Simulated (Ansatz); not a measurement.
Input and command of a calculation in Ansatz (plane waves; scalar-relativistic PAW potentials unless the input names others):

```yaml
crystal:
  lattice:
    - [0.0, 3.9158161413, 3.9158161413]
    - [3.9158161413, 0.0, 3.9158161413]
    - [3.9158161413, 3.9158161413, 0.0]
  atoms:
    - { symbol: Cd, position: [0.0, 0.0, 0.0] }
    - { symbol: Cd, position: [0.25, 0.25, 0.25] }
    - { symbol: Ga, position: [0.625, 0.625, 0.625] }
    - { symbol: Ga, position: [0.125, 0.625, 0.625] }
    - { symbol: Ga, position: [0.625, 0.625, 0.125] }
    - { symbol: Ga, position: [0.625, 0.125, 0.625] }
basis:
  ecutwfc: 500
kpoints:
  mp_grid: { grid: [8, 8, 8] }
hamiltonian:
  xc: r2scan
scf:
  occupations: { method: tetrahedron_uncorrected }
output:
  forces: true
  eigenvalues: true
  stress: true
magnetization:
  spin_polarized: true
```

```bash
ansatz run input.yaml --threads 1 --pin off --max-ram 2560MiB --backend cpu --events-out ev --progress --plain --runs-dir out
```

Abridged log:
```
Basis set: ecut = 500 eV, 3071 PW (Γ), exchange–correlation on 180×180×180 points (64 copies of the dense FFT grid, shifted against one another)
Bands: 56, of which v1, the nominal top of the filled ones, is band 46 counted from 1 (45 counted from 0)
Symmetry: 48 space group operations
k-points: 29 of 512
SCF iter   1: F=—  HF=-31696.220224 eV  |F-HF|=—  |Δ(HF+E_count)|=         —  Δρ=1.12e-2 (↑1.12e-2 ↓1.12e-2) dr2=1.10e0  dr2_τ=6.97e-3  dr2_m=0.00e0  M=0.000 μB ∫|m|=0.000 μB  β_m=0.30  ethr=1.20e-3  ⟨swp⟩=1.4  Hψ=7056  notcnv=0
spin=Collinear: Kerker preconditioning applied to the charge; magnetization (m = ρ↑ − ρ↓) channel mixes plain (no charge-response kernel on spin).
SCF iter   2: F=—  HF=-31693.602178 eV  |F-HF|=—  |Δ(HF+E_count)|=    2.62e0  Δρ=1.83e-2 (↑1.71e-2 ↓1.83e-2) dr2=6.65e-1  dr2_τ=7.42e-3  dr2_m=2.53e-1  M=3.423 μB ∫|m|=3.446 μB  ethr=1.20e-3  ⟨swp⟩=2.0  Hψ=1887  notcnv=0
Mixer restart at iter 2: flushing history
SCF iter   3: F=—  HF=-31695.719427 eV  |F-HF|=—  |Δ(HF+E_count)|=         —  Δρ=1.52e-2 (↑1.52e-2 ↓1.35e-2) dr2=6.95e-1  dr2_τ=5.55e-3  dr2_m=1.39e-1  M=0.916 μB ∫|m|=1.004 μB  β_m=0.30  ethr=7.22e-4  ⟨swp⟩=3.4  Hψ=5262  notcnv=0  defer=51
SCF iter   4: F=—  HF=-31695.778129 eV  |F-HF|=—  |Δ(HF+E_count)|=   5.87e-2  Δρ=1.18e-2 (↑1.18e-2 ↓1.06e-2) dr2=4.91e-1  dr2_τ=1.64e-3  dr2_m=7.71e-2  M=0.805 μB ∫|m|=0.865 μB  β_m=0.64  ethr=7.22e-4  ⟨swp⟩=1.5  Hψ=3654  notcnv=0  defer=77
SCF iter   5: F=—  HF=-31696.129600 eV  |F-HF|=—  |Δ(HF+E_count)|=   3.51e-1  Δρ=2.17e-3 (↑1.90e-3 ↓2.17e-3) dr2=1.82e-2  dr2_τ=1.98e-4  dr2_m=1.88e-3  M=0.096 μB ∫|m|=0.103 μB  β_m=0.71  ethr=5.34e-4  ⟨swp⟩=2.7  Hψ=5292  notcnv=0  defer=155
Mixer restart at iter 5: flushing history
SCF iter   6: F=—  HF=-31696.144711 eV  |F-HF|=—  |Δ(HF+E_count)|=         —  Δρ=9.82e-4 (↑9.82e-4 ↓9.82e-4) dr2=3.76e-3  dr2_τ=8.09e-6  dr2_m=0.00e0  M=0.000 μB ∫|m|=0.000 μB  β_m=0.71  ethr=1.98e-5  ⟨swp⟩=7.1  Hψ=5127  notcnv=0  defer=12
SCF iter   7: F=—  HF=-31696.144596 eV  |F-HF|=—  |Δ(HF+E_count)|=   1.15e-4  Δρ=3.59e-4 (↑3.59e-4 ↓3.59e-4) dr2=6.47e-4  dr2_τ=5.77e-6  dr2_m=0.00e0  M=0.000 μB ∫|m|=0.000 μB  β_m=0.61  ethr=4.09e-6  ⟨swp⟩=2.8  Hψ=3283  notcnv=0  defer=90
SCF iter   8: F=—  HF=-31696.144208 eV  |F-HF|=—  |Δ(HF+E_count)|=   3.88e-4  Δρ=2.63e-4 (↑2.63e-4 ↓2.63e-4) dr2=4.98e-4  dr2_τ=1.41e-6  dr2_m=0.00e0  M=0.000 μB ∫|m|=0.000 μB  β_m=0.80  ethr=7.03e-7  ⟨swp⟩=2.0  Hψ=2836  notcnv=0  defer=90
SCF iter   9: F=—  HF=-31696.144462 eV  |F-HF|=—  |Δ(HF+E_count)|=   2.54e-4  Δρ=6.39e-5 (↑6.39e-5 ↓6.39e-5) dr2=4.28e-5  dr2_τ=7.12e-8  dr2_m=0.00e0  M=0.000 μB ∫|m|=0.000 μB  β_m=0.90  ethr=5.41e-7  ⟨swp⟩=3.0  Hψ=2408  notcnv=0  defer=90
SCF iter  10: F=—  HF=-31696.144529 eV  |F-HF|=—  |Δ(HF+E_count)|=   6.65e-5  Δρ=1.51e-5 (↑1.51e-5 ↓1.51e-5) dr2=9.78e-7  dr2_τ=7.21e-9  dr2_m=0.00e0  M=0.000 μB ∫|m|=0.000 μB  β_m=0.95  ethr=4.65e-8  ⟨swp⟩=3.0  Hψ=2471  notcnv=0  defer=90
SCF iter  11: F=—  HF=-31696.144530 eV  |F-HF|=—  |Δ(HF+E_count)|=   1.04e-6  Δρ=6.36e-6 (↑6.36e-6 ↓6.36e-6) dr2=1.75e-7  dr2_τ=1.83e-9  dr2_m=0.00e0  M=0.000 μB ∫|m|=0.000 μB  β_m=0.98  ethr=1.06e-9  ⟨swp⟩=3.1  Hψ=2867  notcnv=0  defer=90
SCF iter  12: F=-31696.144530 eV  HF=-31696.144530 eV  |F-HF|=3.62e-8  |Δ(HF+E_count)|=   2.41e-7  Δρ=2.83e-6 (↑2.83e-6 ↓2.83e-6) dr2=2.86e-8  dr2_τ=1.03e-10  dr2_m=0.00e0  M=0.000 μB ∫|m|=0.000 μB  ethr=1.09e-10  ⟨swp⟩=6.0  Hψ=6262  notcnv=0
SCF 1 converged in 12 iterations: F = -31696.144530 eV  dr2 = 2.86e-8
SCF converged after 12 iterations
Magnetization: 0.0000 μB (46.0000 up, 46.0000 down)
Absolute magnetization: 0.0000 μB (∫|ρ↑−ρ↓|)
Spin contamination: 0.0000 ħ² per cell (⟨S²⟩ above its minimum at these occupations)
Per-site moments (μB) at R_I (Å): [(0.0, 1.33931457), (0.0, 1.33931457), (0.0, 1.14217131), (0.0, 1.14217131), (0.0, 1.14217131), (0.0, 1.14217131)]
Free energy (F): -31696.144530 eV
Harris-Foulkes:  -31696.144530 eV  (|F-HF|=3.62e-8)
Internal energy: -31696.143928 eV  (E = F + TS)
E sigma→0 (E₀):  -31696.144530 eV
Entropy (-TS):   -0.000602 eV (-0.100 meV/atom)
Fermi energy:    11.322944 eV
--- Forces (eV/Å), atoms counted from 1 ---
  atom   1  Cd     0.00000000     0.00000000     0.00000000
  atom   2  Cd     0.00000000     0.00000000     0.00000000
  atom   3  Ga     0.00000000     0.00000000     0.00000000
  atom   4  Ga     0.00000000     0.00000000     0.00000000
  atom   5  Ga     0.00000000     0.00000000     0.00000000
  atom   6  Ga     0.00000000     0.00000000     0.00000000
--- Stress (GPa, compression-positive) ---
        0.432039       0.000000       0.000000
        0.000000       0.432039       0.000000
        0.000000       0.000000       0.432039
  P = ⅓ Tr σ = 0.4320 GPa (4.320 kbar)
```

Apart from outputs, empty bands and the relaxation, which only the reference makes, the input differs from a reference run on usual settings in scf.occupations.width: 0.1 → not typed; scf.occupations.method: "gaussian" → "tetrahedron_uncorrected"; magnetization: not typed → {"spin_polarized": true}. The reference, at the same geometry, ended its own course with pressure 0.02 GPa, largest force 0.000 eV/Å, no gap on the mesh. This run converged in 12 SCF iterations with an energy at zero smearing 25.68 meV/atom above the reference's, pressure 0.43 GPa, largest force 0.000 eV/Å, no gap on the mesh.